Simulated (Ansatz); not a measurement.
Sr$_{2}$ZrTiO$_{6}$:
```
CELL_PARAMETERS angstrom
      4.07524     0.00000     0.00000
      0.00000     4.07524     0.00000
      0.00000     0.00000     8.08115
ATOMIC_POSITIONS crystal
  Sr 0.00000 0.00000 0.76438
  O  0.50000 0.50000 0.76183
  Ti 0.50000 0.50000 0.00000
  O  0.50000 0.00000 0.00000
  O  0.00000 0.50000 0.00000
  Sr 0.00000 0.00000 0.23562
  O  0.50000 0.50000 0.23817
  Zr 0.50000 0.50000 0.50000
  O  0.50000 0.00000 0.50000
  O  0.00000 0.50000 0.50000
```

PBE (plane waves, PAW; program Ansatz) gives a gap of 1.82 eV without spin–orbit coupling, maximum at M, minimum at Γ.

Question: What happens when spin–orbit coupling is switched on?

Answer: The gap hardly moves, to 1.82 eV; maximum at M, minimum at Γ.

Question: Give the electron effective mass with spin–orbit coupling.

Answer: 0.47 along x (mₑ).

Question: Give the hole effective mass with spin–orbit coupling.

Answer: 0.97, 0.97, 13 mₑ (principal values).

Space group P4/mmm. The start of the workflow was typed in or built on a structure type; neither database checked (COD, Materials Project) lists it. Its standing as an ambient phase is unchecked. The cell was relaxed with PBE under the symmetry of its start; whether a distortion lowers the energy is not shown. The workflow began spin-polarised and lost its moments.

Potentials: the earlier of the program's two PAW sets.
